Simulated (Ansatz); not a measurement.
Method: DFT PBE+D3(BJ), scalar-relativistic, plane waves, PAW in Ansatz 0.2.0.

Structure of SnO:

```
Sn O
1.0
     3.83656    0.00000    0.00000
     0.00000    3.83656    0.00000
     0.00000    0.00000    4.75945
Sn O
2 2
Cartesian
  1.9183 0.0000 1.1588
  0.0000 1.9183 3.6007
  0.0000 0.0000 0.0000
  1.9183 1.9183 0.0000
```

Settings: cutoff 420 eV, Γ-centred mesh 12×12×10 on the computed 4-atom cell, Gaussian smearing of 0.10 eV; no spin polarisation.

Levels along Γ–X–M–Γ–Z–R–A–Z | X–R | M–A, in eV from the Fermi level, sorted by energy at each point. Points in fractions of the primitive reciprocal vectors: Γ (0.000 0.000 0.000), X (0.000 0.500 0.000), M (0.500 0.500 0.000), Z (0.000 0.000 0.500), R (0.000 0.500 0.500), A (0.500 0.500 0.500).
```
point k (1/Å, with 2π) band 18  band 19  band 20  band 21  band 22  band 23  band 24
    Γ             0.000    -3.11    -3.11    -0.07     2.12     4.45     4.45     4.63
    -             0.117    -3.16    -3.16    -0.06     2.28     3.92     4.48     4.86
    -             0.234    -3.29    -3.28    -0.11     2.69     3.25     4.58     5.09
    -             0.351    -3.50    -3.43    -0.35     2.82     3.21     4.74     5.03
    -             0.468    -3.76    -3.54    -0.85     2.71     3.60     4.93     4.94
    -             0.585    -4.07    -3.50    -1.49     2.82     3.62     5.20     5.24
    -             0.702    -4.41    -3.22    -2.15     3.01     3.44     5.47     5.71
    X             0.819    -4.75    -2.75    -2.75     3.23     3.23     5.73     5.73
    -             0.936    -4.51    -2.72    -2.72     3.12     3.12     5.42     5.42
    -             1.053    -4.14    -2.63    -2.63     2.75     2.75     5.06     5.06
    -             1.170    -3.72    -2.51    -2.51     2.15     2.15     4.84     4.84
    -             1.287    -3.28    -2.37    -2.37     1.44     1.44     4.71     4.71
    -             1.404    -2.86    -2.23    -2.23     0.74     0.74     4.60     4.60
    -             1.521    -2.56    -2.06    -2.06     0.17     0.17     4.52     4.52
    M             1.638    -2.46    -1.94    -1.94    -0.08    -0.08     4.49     4.49
    -             1.803    -2.49    -2.47    -1.82     0.16     0.55     4.48     4.62
    -             1.969    -3.29    -2.56    -1.48     0.69     1.65     4.41     4.91
    -             2.134    -3.93    -2.67    -1.02     1.37     2.72     4.23     4.85
    -             2.300    -4.15    -2.80    -0.53     2.16     3.51     3.96     4.34
    -             2.465    -3.82    -2.92    -0.18     3.04     3.10     3.79     4.79
    -             2.630    -3.38    -3.04    -0.06     2.42     3.94     4.00     5.07
    Γ             2.796    -3.11    -3.11    -0.07     2.12     4.45     4.45     4.63
    -             2.890    -3.11    -3.11    -0.10     2.05     4.26     4.26     4.64
    -             2.984    -3.11    -3.11    -0.21     1.87     3.90     3.90     4.59
    -             3.079    -3.12    -3.12    -0.45     1.71     3.52     3.52     4.40
    -             3.173    -3.12    -3.12    -0.82     1.63     3.20     3.20     4.10
    -             3.267    -3.12    -3.12    -1.30     1.64     2.95     2.95     3.80
    -             3.361    -3.13    -3.13    -1.83     1.68     2.80     2.80     3.57
    Z             3.456    -3.13    -3.07    -2.16     1.70     2.75     2.75     3.49
    -             3.573    -3.17    -2.47    -2.14     1.82     2.23     2.81     4.04
    -             3.690    -3.30    -2.11    -1.95     1.63     2.16     2.97     4.80
    -             3.807    -3.50    -2.05    -1.62     1.30     2.63     3.23     5.47
    -             3.924    -3.76    -1.99    -1.52     1.34     3.08     3.60     6.04
    -             4.041    -4.06    -1.92    -1.57     1.67     3.27     4.05     6.28
    -             4.158    -4.38    -1.84    -1.66     2.13     3.07     4.60     5.85
    R             4.275    -4.70    -1.75    -1.75     2.64     2.64     5.20     5.20
    -             4.392    -4.43    -1.79    -1.79     2.66     2.66     4.90     4.90
    -             4.509    -3.95    -1.89    -1.89     2.73     2.73     4.31     4.31
    -             4.626    -3.47    -2.06    -2.06     2.79     2.79     3.81     3.81
    -             4.743    -3.06    -2.29    -2.29     2.69     2.69     3.63     3.63
    -             4.860    -2.73    -2.54    -2.54     2.48     2.48     3.78     3.78
    -             4.977    -2.74    -2.53    -2.53     2.32     2.32     4.03     4.03
    A             5.093    -2.82    -2.46    -2.46     2.26     2.26     4.16     4.16
    -             5.259    -2.70    -2.62    -2.49     2.29     2.46     3.59     4.38
    -             5.424    -2.56    -2.50    -2.27     2.36     2.71     3.06     4.94
    -             5.590    -2.67    -2.15    -2.07     1.94     2.47     3.73     5.04
    -             5.755    -2.79    -2.03    -1.83     1.43     2.58     3.35     5.95
    -             5.921    -2.92    -2.07    -1.82     1.42     2.57     2.68     5.66
    -             6.086    -3.04    -2.29    -2.13     1.94     2.02     2.73     4.43
    Z             6.252    -3.13    -3.07    -2.16     1.70     2.75     2.75     3.49
    X             6.252    -4.75    -2.75    -2.75     3.23     3.23     5.73     5.73
    -             6.346    -4.75    -2.69    -2.69     3.20     3.20     5.70     5.70
    -             6.440    -4.74    -2.53    -2.53     3.11     3.11     5.62     5.62
    -             6.535    -4.73    -2.32    -2.32     2.99     2.99     5.51     5.51
    -             6.629    -4.72    -2.10    -2.10     2.86     2.86     5.39     5.39
    -             6.723    -4.71    -1.92    -1.92     2.74     2.74     5.29     5.29
    -             6.817    -4.70    -1.79    -1.79     2.66     2.66     5.23     5.23
    R             6.912    -4.70    -1.75    -1.75     2.64     2.64     5.20     5.20
    M             6.912    -2.46    -1.94    -1.94    -0.08    -0.08     4.49     4.49
    -             7.006    -2.46    -1.99    -1.99     0.01     0.01     4.56     4.56
    -             7.100    -2.46    -2.13    -2.13     0.25     0.25     4.75     4.75
    -             7.194    -2.46    -2.31    -2.31     0.61     0.61     4.99     4.99
    -             7.289    -2.51    -2.46    -2.46     1.07     1.07     5.23     5.23
    -             7.383    -2.67    -2.46    -2.46     1.58     1.58     4.95     4.95
    -             7.477    -2.78    -2.46    -2.46     2.04     2.04     4.41     4.41
    A             7.572    -2.82    -2.46    -2.46     2.26     2.26     4.16     4.16
```